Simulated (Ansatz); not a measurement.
**Calculated 17O NMR of the central transition for Na4YZnP3O12**

Cell: a Materials Project structure (computed, not necessarily an observed phase).

Space group R3c:H (No. 161); a = 9.2991, c = 22.6226 Å, γ = 120.00°.

```
site  Wyckoff  site symmetry       x       y       z
 Na1      18b              1  0.3048  0.3460  0.5802
 Na7       6a             3.  0.0000  0.0000  0.4932
   Y       6a             3.  0.0000  0.0000  0.6515
  Zn       6a             3.  0.0000  0.0000  0.3438
   P      18b              1  0.9707  0.3396  0.5852
 O19      18b              1  0.2169  0.0270  0.3071
 O25      18b              1  0.7812  0.9789  0.6958
 O31      18b              1  0.0187  0.8304  0.4140
 O37      18b              1  0.9897  0.1821  0.5882
```

One atom of each set is listed; the run and its k-mesh use a cell of 42 atoms with edges of 9.26, 9.26, 9.26 Å.

The numbers come from a DFT calculation in Ansatz (PBE, plane waves and PAW, scalar-relativistic, 420 eV cutoff, Γ-centred 3×3×3 k-points, Fermi–Dirac smearing 0.02 eV).

17O has I = 5/2 and Q = -25.58 mb (Pyykkö 2018); at 35.2 T its Larmor frequency is ν₀ = 203.3 MHz. Only the quadrupole interaction is simulated: positions count from each site's isotropic chemical shift, and J coupling is left out, as are shift anisotropy and dipolar coupling, which fast spinning averages.

Q: What does the 17O spectrum (fast magic-angle spinning) show for each site?

A: 

```json
{"site": "O19", "first shell": "1 P at 1.55 Å, 1 Zn at 2.08 Å, angle 147°; also 2 Na at 2.59–3.02 Å", "C_Q (MHz)": "-6.36", "η": "0.19", "P_Q (MHz)": "6.40", "δ_QIS (ppm)": "-5.94", "breadth (kHz)": "2.72"}
{"site": "O25", "first shell": "1 P at 1.55 Å, 1 Y at 2.19 Å, angle 149°; also 3 Na at 2.84–3.30 Å", "C_Q (MHz)": "-5.14", "η": "0.09", "P_Q (MHz)": "5.14", "δ_QIS (ppm)": "-3.84", "breadth (kHz)": "1.72"}
{"site": "O31", "first shell": "1 P at 1.55 Å; also 1 Zn at 2.30 Å, 3 Na at 2.45–2.50 Å", "C_Q (MHz)": "-5.67", "η": "0.15", "P_Q (MHz)": "5.69", "δ_QIS (ppm)": "-4.71", "breadth (kHz)": "2.14"}
{"site": "O37", "first shell": "1 P at 1.56 Å, 1 Y at 2.26 Å; also 3 Na at 2.54–2.77 Å", "C_Q (MHz)": "-5.40", "η": "0.13", "P_Q (MHz)": "5.41", "δ_QIS (ppm)": "-4.25", "breadth (kHz)": "1.92"}
```

δ_QIS = −(ν_Q²/30ν₀²)[I(I+1) − 3/4](1 + η²/3) × 10⁶ ppm with ν_Q = 3|C_Q|/[2I(2I−1)]; it falls as 1/B₀² in ppm, and the breadth as 1/B₀ in kHz.

At O19, O25 and O37 V_zz points along the shorter of its two bonds, to P (within 9°) in each case. At O31 V_zz points along its bond to P (within 4°).

The largest force is 0.3 eV/Å, so the atoms aren't at the calculated equilibrium and relaxing them would move these values. Without spin–orbit coupling (the program notes it for Y) the gradients are little affected as a rule: paired runs on crystals with a gap mostly move them by under 2 % at such atoms.

The run took 1.8 min of wall time (1.7 min of CPU time) and 1.4 GiB at its peak, on 1 thread of Intel Xeon Platinum 8488C (Sapphire Rapids) (x86_64; 64 cores open to the job, memory cap 2.5 GiB, no GPU), a shared host with a load of 0.6 a core.
